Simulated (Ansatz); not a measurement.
LaCoO3:
```
CELL_PARAMETERS angstrom
      3.77779     0.00000     0.00000
      0.00000     3.77779     0.00000
      0.00000     0.00000     3.77779
ATOMIC_POSITIONS crystal
  La 0.00000 0.00000 0.00000
  Co 0.50000 0.50000 0.50000
  O  0.50000 0.50000 0.00000
  O  0.00000 0.50000 0.50000
  O  0.50000 0.00000 0.50000
```
The run is spin-polarised; directions of the spins, atom by atom: 0 ↑ 0 0 0.

Relaxed with PBEsol.

Q: Which orbitals make up the states near the Fermi level in plane-wave PAW PBEsol (Ansatz code)?

A: Within 0.5 eV of the Fermi level: Co 3d 73 %, O 2p 21 %. Projections are on Löwdin-orthogonalised atomic valence shells; empty p or d shells of many metals are not among them.

Q: Tabulate the density of states.

A: States/eV per cell of 5 atoms, in 0.25 eV bins, energy from the Fermi level.

```
E (eV)  total  O 2p  La 4f  Co 3d
------  -----  ----  -----  -----
-7.85    0.24  0.18   0.00   0.00
-7.60    0.57  0.42   0.01   0.03
-7.35    1.29  0.91   0.01   0.15
-7.10    1.91  1.31   0.01   0.28
-6.85    1.70  1.17   0.01   0.27
-6.60    1.53  1.00   0.01   0.31
-6.35    2.55  1.44   0.01   0.89
-6.10    2.89  1.73   0.01   0.85
-5.85    5.35  3.41   0.02   1.42
-5.60    7.72  5.51   0.04   1.32
-5.35    3.76  2.68   0.03   0.60
-5.10    3.77  2.15   0.02   1.08
-4.85    4.52  2.74   0.03   1.13
-4.60    2.73  1.73   0.04   0.63
-4.35    2.03  1.35   0.04   0.43
-4.10    1.79  1.23   0.03   0.34
-3.85    2.05  1.48   0.03   0.28
-3.60    1.88  1.39   0.03   0.23
-3.35    2.88  2.20   0.06   0.33
-3.10    5.20  4.13   0.12   0.49
-2.85    5.23  4.16   0.10   0.54
-2.60    4.10  3.32   0.07   0.41
-2.35    3.08  2.56   0.07   0.26
-2.10    2.44  1.97   0.06   0.30
-1.85    2.08  1.50   0.04   0.46
-1.60    1.30  0.38   0.01   0.85
-1.35    2.38  0.58   0.02   1.67
-1.10    4.36  1.09   0.04   3.01
-0.85    4.98  1.34   0.05   3.36
-0.60    2.81  0.67   0.02   1.97
-0.35    2.53  0.55   0.02   1.83
-0.10    5.06  1.06   0.05   3.72
0.15     2.56  0.54   0.02   1.87
0.40     1.32  0.31   0.01   0.92
0.65     1.29  0.30   0.01   0.88
0.90     1.18  0.32   0.01   0.75
1.15     1.02  0.32   0.01   0.61
1.40     0.97  0.33   0.01   0.55
1.65     0.99  0.36   0.02   0.55
1.90     1.07  0.39   0.04   0.58
2.15     1.20  0.40   0.07   0.55
2.40     1.39  0.40   0.17   0.51
2.65     1.96  0.40   0.63   0.46
2.90    10.01  0.35   8.53   0.31
3.15    18.41  0.40  17.26   0.36
3.40    23.90  0.64  22.52   0.30
```

Space group Pm-3m (cubic perovskite). The workflow started from an entry of the Crystallography Open Database (COD), which files this formula under 3 space groups. Its standing as an ambient phase is unchecked. The cell was relaxed with PBEsol under the symmetry of its start; whether a distortion lowers the energy is not shown. Spin order of the final state: ferromagnetic, the only order run, not a proven ground state. The cell computed holds one magnetic atom, so no antiferromagnetic order was within reach. No Hubbard U is applied. The compound may be a true metal, but semilocal functionals without U, or a wrong spin order, can also close a gap. Spin–orbit coupling is left out wherever it is not named.

Potentials: the later of the program's two PAW sets.
